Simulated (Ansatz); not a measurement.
GaSb:
```
GaSb
1.0
    4.34510     0.00000     0.00000
   -2.17255     3.76297     0.00000
    0.00000     0.00000     9.41361
Ga Sb
3 3
Cartesian
 -1.08550   1.88015   6.27574
  1.08705   1.88282   0.00000
  2.17101   0.00000   3.13787
 -1.08576   1.88059   1.56893
  1.08679   1.88238   4.70680
  2.17151   0.00000   7.84467
```

Relaxed with the program Ansatz at the PBEsol level (PAW). Indices refer to the conventional cell of P6_422, a = 4.3451 Å, b = 4.3451 Å, c = 9.4136 Å, α = 90.00°, β = 90.00°, γ = 120.00°.

Task: Simulate the powder diffraction pattern (Cu Kα, λ = 1.54184 Å; lines above 1 %) up to 2θ = 90°.

Result: Simulated powder pattern, Cu Kα, λ = 1.54184 Å (kinematic, ideal powder, no thermal factors, no anomalous dispersion; the 30 strongest lines at most, above 1 %, up to 2θ = 90°):

```tsv
2θ (°)	d (Å)	I/Imax (%)	hkl
23.64	3.763	24	(1 0 -1 0)
25.49	3.494	9.4	(1 0 -1 1)
28.44	3.138	2.7	(0003)
30.41	2.939	100	(1 0 -1 2)
41.57	2.173	5.3	(1 1 -2 0)
42.71	2.117	2.3	(1 1 -2 1)
45.46	1.995	33	(1 0 -1 4)
46.01	1.973	32	(1 1 -2 2)
48.38	1.881	31	(2 0 -2 0)
54.50	1.684	1.1	(1 0 -1 5)
57.08	1.614	2.2	(2 0 -2 3)
57.75	1.596	16	(1 1 -2 4)
58.86	1.569	5.6	(0006)
64.33	1.448	2.8	(1 0 -1 6)
65.64	1.422	2.7	(2 1 -3 0)
66.49	1.406	1.3	(2 1 -3 1)
68.98	1.361	18	(2 1 -3 2)
74.62	1.272	1.8	(1 1 -2 6)
78.59	1.217	13	(2 1 -3 4)
79.00	1.212	6.2	(3 0 -3 2)
79.55	1.205	14	(2 0 -2 6)
86.70	1.123	4.9	(1 0 -1 8)
88.29	1.107	4.8	(3 0 -3 4)
```

The start of the workflow was typed in or built on a structure type; neither database checked (COD, Materials Project) lists it. It is not the phase usual at ambient conditions (space group No. 216). The cell was relaxed with PBEsol under the symmetry of its start; whether a distortion lowers the energy is not shown. Point labels and valley counts follow the cell and symmetry of the run, lower than the named group. Scalar-relativistic: spin–orbit coupling is off unless named, which matters more the heavier the elements.

Potentials: the earlier of the program's two PAW sets.
